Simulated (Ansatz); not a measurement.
A relaxation of cell and atoms of SnTe2 in the anatase structure with the plane-wave code Ansatz, at the level r2SCAN+rVV10. It starts from the PBEsol minimum.

```yaml
crystal:
  lattice:
    - [-3.0706227507, 3.0706227507, 4.7712229315]
    - [3.0706227507, -3.0706227507, 4.7712229315]
    - [3.0706227507, 3.0706227507, -4.7712229315]
  atoms:
    - { symbol: Sn, position: [0.75, 0.25, 0.5] }
    - { symbol: Sn, position: [0.0, 0.0, 0.0] }
    - { symbol: Te, position: [0.4291316018, -0.0708683982, 0.5] }
    - { symbol: Te, position: [0.6791316018, 0.6791316018, 0.0] }
    - { symbol: Te, position: [0.3208683982, 0.3208683982, 0.0] }
    - { symbol: Te, position: [1.0708683982, 0.5708683982, 0.5] }
kpoints:
  mp_grid: { grid: [6, 6, 6] }
hamiltonian:
  xc: r2scan
  dispersion: rvv10
scf:
  occupations: { method: fermi_dirac, width: 0.03 }
relax:
  f_tol: 0.01
  cell: {}
  max_steps: 120
output:
  write_density: true
  write_potential: true
  elf: true
  volumetric_format: npy
```

The trajectory has 6 recorded frames, each with positions in Å and forces in eV/Å. The last, and any step after a large change of cell, is solved on a basis re-selected at its cell; pressure is positive in compression.

Step 1: energy 0.0 meV/atom from step 1, largest force component 0.159 eV/Å, pressure +1.34 GPa
```xyz
6
Lattice="-3.0706 3.0706 4.7712 3.0706 -3.0706 4.7712 3.0706 3.0706 -4.7712" Properties=species:S:1:pos:R:3:forces:R:3 pbc="T T T"
Sn    0.0000    3.0706    2.3856    0.0000    0.0000    0.0000
Sn    0.0000    0.0000    0.0000    0.0000    0.0000    0.0000
Te    0.0000    3.0706   -0.6763    0.0000    0.0000    0.1585
Te    0.0000    0.0000    6.4806    0.0000    0.0000    0.1585
Te    0.0000    0.0000    3.0619    0.0000    0.0000   -0.1585
Te    0.0000    3.0706    5.4475    0.0000    0.0000   -0.1585
```

Step 2: energy -4.6 meV/atom from step 1, largest force component 0.043 eV/Å, pressure -0.77 GPa
```xyz
6
Lattice="-3.1159 3.1159 4.8341 3.1159 -3.1159 4.8341 3.1159 3.1159 -4.8341" Properties=species:S:1:pos:R:3:forces:R:3 pbc="T T T"
Sn    0.0000    3.1159    2.4170    0.0000    0.0000    0.0000
Sn    0.0000    0.0000    0.0000    0.0000    0.0000    0.0000
Te    0.0000    3.1159   -0.6431    0.0000    0.0000    0.0426
Te    0.0000    0.0000    6.6080    0.0000    0.0000    0.0426
Te    0.0000    0.0000    3.0601    0.0000    0.0000   -0.0426
Te    0.0000    3.1159    5.4772    0.0000    0.0000   -0.0426
```

**Question.** How does the relaxation go on, and where does it end?

**Answer.**
Step 3: energy -5.8 meV/atom from step 1, largest force component 0.034 eV/Å, pressure -0.16 GPa
```xyz
6
Lattice="-3.1007 3.1007 4.8200 3.1007 -3.1007 4.8200 3.1007 3.1007 -4.8200" Properties=species:S:1:pos:R:3:forces:R:3 pbc="T T T"
Sn    0.0000    3.1007    2.4100    0.0000    0.0000    0.0000
Sn    0.0000    0.0000    0.0000    0.0000    0.0000    0.0000
Te    0.0000    3.1007   -0.6405    0.0000    0.0000    0.0341
Te    0.0000    0.0000    6.5896    0.0000    0.0000    0.0341
Te    0.0000    0.0000    3.0505    0.0000    0.0000   -0.0341
Te    0.0000    3.1007    5.4606    0.0000    0.0000   -0.0341
```

Step 4: energy -5.9 meV/atom from step 1, largest force component 0.012 eV/Å, pressure +0.01 GPa
```xyz
6
Lattice="-3.0965 3.0965 4.8187 3.0965 -3.0965 4.8187 3.0965 3.0965 -4.8187" Properties=species:S:1:pos:R:3:forces:R:3 pbc="T T T"
Sn    0.0000    3.0965    2.4094    0.0000    0.0000    0.0000
Sn    0.0000    0.0000    0.0000    0.0000    0.0000    0.0000
Te    0.0000    3.0965   -0.6336    0.0000    0.0000    0.0120
Te    0.0000    0.0000    6.5944    0.0000    0.0000    0.0120
Te    0.0000    0.0000    3.0430    0.0000    0.0000   -0.0120
Te    0.0000    3.0965    5.4524    0.0000    0.0000   -0.0120
```

Step 5: energy -6.0 meV/atom from step 1, largest force component 0.000 eV/Å, pressure 0.00 GPa
```xyz
6
Lattice="-3.0960 3.0960 4.8220 3.0960 -3.0960 4.8220 3.0960 3.0960 -4.8220" Properties=species:S:1:pos:R:3:forces:R:3 pbc="T T T"
Sn    0.0000    3.0960    2.4110    0.0000    0.0000    0.0000
Sn    0.0000    0.0000    0.0000    0.0000    0.0000    0.0000
Te    0.0000    3.0960   -0.6296    0.0000    0.0000   -0.0001
Te    0.0000    0.0000    6.6034    0.0000    0.0000   -0.0001
Te    0.0000    0.0000    3.0406    0.0000    0.0000    0.0001
Te    0.0000    3.0960    5.4516    0.0000    0.0000    0.0001
```

Step 6: energy -6.0 meV/atom from step 1, largest force component 0.000 eV/Å, pressure 0.00 GPa
```xyz
6
Lattice="-3.0960 3.0960 4.8220 3.0960 -3.0960 4.8220 3.0960 3.0960 -4.8220" Properties=species:S:1:pos:R:3:forces:R:3 pbc="T T T"
Sn    0.0000    3.0960    2.4110    0.0000    0.0000    0.0000
Sn    0.0000    0.0000    0.0000    0.0000    0.0000    0.0000
Te    0.0000    3.0960   -0.6296    0.0000    0.0000   -0.0001
Te    0.0000    0.0000    6.6034    0.0000    0.0000   -0.0001
Te    0.0000    0.0000    3.0406    0.0000    0.0000    0.0001
Te    0.0000    3.0960    5.4516    0.0000    0.0000    0.0001
```

The walk took 5 steps and changed the volume by +2.7 %. The last SCF, on a fresh basis, lies 6.0 meV an atom below the first. At the end: space group I4_1/amd (No. 141), tetragonal; conventional cell a = 6.192 Å, c = 9.644 Å, 30.81 Å³ an atom. Around Sn lie 6 Te at 3.04–3.16 Å; around Te lie 3 Sn at 3.04–3.16 Å and 2 Te at 3.30 Å.

Run as `ansatz run input.yaml --threads 2 --pin off --max-ram 2211MiB --backend cpu --events-out ev --progress --plain --runs-dir out`. It took 2.7 min on 2 threads of Intel(R) Xeon(R) Processor @ 2.70GHz, with other jobs on the host, load about 0.9 per core; peak host memory 1.4 GiB.

The structure was generated, not taken from experiment, and needn't be the ground state; spin polarisation is off.

Overlapping bands make a metal at that level, for which these meshes are coarse; small forces, stresses and energy differences are uncertain.
